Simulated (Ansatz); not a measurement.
SnO in space group P-6m2 (No. 187; Sn on 1a, O on 1f) under volume change, r²SCAN in the plane-wave PAW code Ansatz, shape and atoms relaxed at each volume.

| V (Å³/atom) | E − E(relaxed) (meV/atom) | P (GPa) |
|---|---|---|
| 14.217 | ? | ? |
| 14.686 | 12.4 | 4.36 |
| 15.154 | ? | ? |
| 15.623 | 0.0 | 0.00 |
| 16.092 | 3.0 | -1.95 |
| 16.561 | 11.4 | -3.79 |
| 17.029 | 25.1 | -5.56 |

Q: Some entries are withheld; supply them.

A: 
- 15.154, E − E(relaxed) (meV/atom): 3.1
- 15.154, P (GPa): 2.12
- 14.217, E − E(relaxed) (meV/atom): 29.3
- 14.217, P (GPa): 7.39

Q: What does a third-order Birch–Murnaghan fit give for V₀, B₀ and B′?

A: V₀ = 15.61 Å³/atom, B₀ = 69.9 GPa, B′ = 2.4.

The cell is a constructed one: a structure type filled with these elements; neither database checked (COD, Materials Project) lists it. It is not the phase usual at ambient conditions (space group No. 129). Symmetry was held in the r²SCAN relaxation; its stability against distortions is not shown here. Scalar-relativistic: spin–orbit coupling is off unless named, which matters more the heavier the elements.

Potentials: the later of the program's two PAW sets.
